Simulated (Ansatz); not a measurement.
NbAg (rock salt, space group No. 225) under volume change, PBE in the plane-wave PAW code Ansatz, scaled uniformly.

```
V (Å³/atom)  E − E(relaxed) (meV/atom)  P (GPa)
-----------  -------------------------  -------
18.514                            73.1    13.99
19.125                            30.5     8.50
19.735                               ?        ?
20.345                             0.0     0.00
20.956                             6.4    -3.26
21.566                            24.2    -6.00
22.176                               ?        ?
```

Task: Complete the blanks.

Result: 
- 22.176, E − E(relaxed) (meV/atom): 51.6
- 22.176, P (GPa): -8.29
- 19.735, E − E(relaxed) (meV/atom): 7.2
- 19.735, P (GPa): 3.88

Task: What does a third-order Birch–Murnaghan fit give for V₀, B₀ and B′?

Result: V₀ = 20.35 Å³/atom, B₀ = 118 GPa, B′ = 4.8.

Space group Fm-3m (rock salt). The start of the workflow was typed in or built on a structure type; neither database checked (COD, Materials Project) lists it. Whether it is the stable phase at ambient conditions was not checked. Symmetry was held in the PBE relaxation; its stability against distortions is not shown here. No spin polarisation was allowed. The volume moved by 16 % from the start of the relaxation. Its formation energy is positive at this level, so the cell may be metastable or incomplete.

Potentials: the earlier of the program's two PAW sets.
